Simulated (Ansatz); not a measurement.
NbCd3:
```yaml
crystal:
  lattice:
    - [4.27187, 0.00000, 0.00000]
    - [0.00000, 4.27187, 0.00000]
    - [0.00000, 0.00000, 4.27187]
  atoms:
    - { symbol: Cd, position: [0.00000, 0.50000, 0.50000] }
    - { symbol: Cd, position: [0.50000, 0.00000, 0.50000] }
    - { symbol: Cd, position: [0.50000, 0.50000, 0.00000] }
    - { symbol: Nb, position: [0.00000, 0.00000, 0.00000] }
```

Relaxed with r²SCAN.

Q: Give the Bader charges and basin volumes of the independent atoms, r²SCAN (plane waves, PAW; program Ansatz).

A: 

| atom | Bader charge (e) | Bader volume (Å³) |
|---|---|---|
| Cd1 | -0.25 | 19.9 |
| Nb4 | +0.76 | 18.1 |

Space group Pm-3m (Cu3Au type). The workflow started from an entry of the Crystallography Open Database (COD). Whether it is the stable phase at ambient conditions was not checked. The cell was relaxed with r²SCAN under the symmetry of its start; whether a distortion lowers the energy is not shown. No spin polarisation was allowed.

Potentials: the later of the program's two PAW sets.
